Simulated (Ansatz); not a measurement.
Kick test of a cell of SrHf2O5

It was reached by relaxing an invented guess, and it needn't be the stable form of this composition.

Computed with DFT PBE, scalar-relativistic, plane waves, PAW in Ansatz 0.2.0. Plane waves to 420 eV, a k mesh through Γ of 6×6×6 on the computed 8-atom cell and Gaussian smearing (0.02 eV); no spin polarisation.

The cell below (8 atoms, space group Cmmm (No. 65)) is relaxed within its symmetry.

```yaml
crystal:
  lattice:
    - [2.05147, -6.69209, 0.00000]
    - [2.05147, 6.69209, 0.00000]
    - [0.00000, 0.00000, 4.09784]
  atoms:
    - { symbol: Sr, position: [0.00000, 0.00000, 0.00000] }
    - { symbol: Hf, position: [0.65496, 0.34504, 0.50000] }
    - { symbol: Hf, position: [0.34504, 0.65496, 0.50000] }
    - { symbol: O, position: [0.63245, 0.36755, 0.00000] }
    - { symbol: O, position: [0.17989, 0.82011, 0.50000] }
    - { symbol: O, position: [0.82011, 0.17989, 0.50000] }
    - { symbol: O, position: [0.36755, 0.63245, 0.00000] }
    - { symbol: O, position: [0.50000, 0.50000, 0.50000] }
```

For the test it was strained at random (σ = 1.5 % a component), the atoms were moved at random (σ = 0.15 Å), and all was relaxed again on a coarse 4×4×4 mesh (in the run’s order of axes) with 0.10 eV smearing, with no symmetry imposed.

Spin–orbit coupling, which can matter for Hf, is left out.

Problem. Does it come back?

Solution. It doesn't return. The energy falls by 6 meV/atom on that mesh, the volume changes by -0.1 %, and the end has space group Amm2 (No. 38) at a loose tolerance. Relaxed again on a 6×6×6 mesh with 0.02 eV smearing, the new structure lies 6 meV/atom below the first (mesh in the axes of the run's cell; the cell below is made exact in the group named). Space group Amm2 (No. 38), orthorhombic, a = 4.085 Å, b = 13.332 Å, c = 4.125 Å. Sr is surrounded by 6 O at 2.55–2.73 Å, 6 O at 3.17–3.30 Å and 8 Hf at 3.47–3.66 Å; Hf is surrounded by 6 O at 2.07–2.18 Å, 2 Hf at 3.27 Å and 4 Sr at 3.47–3.66 Å; O on a site of symmetry m has 2 Hf at 2.07 Å, 2 Sr at 2.66–2.73 Å and 2 O at 2.72 Å; O on a second site of symmetry m has 3 Hf at 2.09–2.18 Å; 1 more site not described.

```yaml
crystal:
  lattice:
    - [4.08548, 0.00000, 0.00000]
    - [0.00000, 6.66584, 2.06267]
    - [0.00000, -6.66584, 2.06267]
  atoms:
    - { symbol: Sr, position: [0.50000, 0.03811, 0.03811] }
    - { symbol: Hf, position: [0.00000, 0.34380, 0.65329] }
    - { symbol: Hf, position: [0.00000, 0.65329, 0.34380] }
    - { symbol: O, position: [0.50000, 0.39691, 0.65710] }
    - { symbol: O, position: [0.00000, 0.81880, 0.18196] }
    - { symbol: O, position: [0.00000, 0.18196, 0.81880] }
    - { symbol: O, position: [0.50000, 0.65710, 0.39691] }
    - { symbol: O, position: [0.00000, 0.40955, 0.40955] }
```
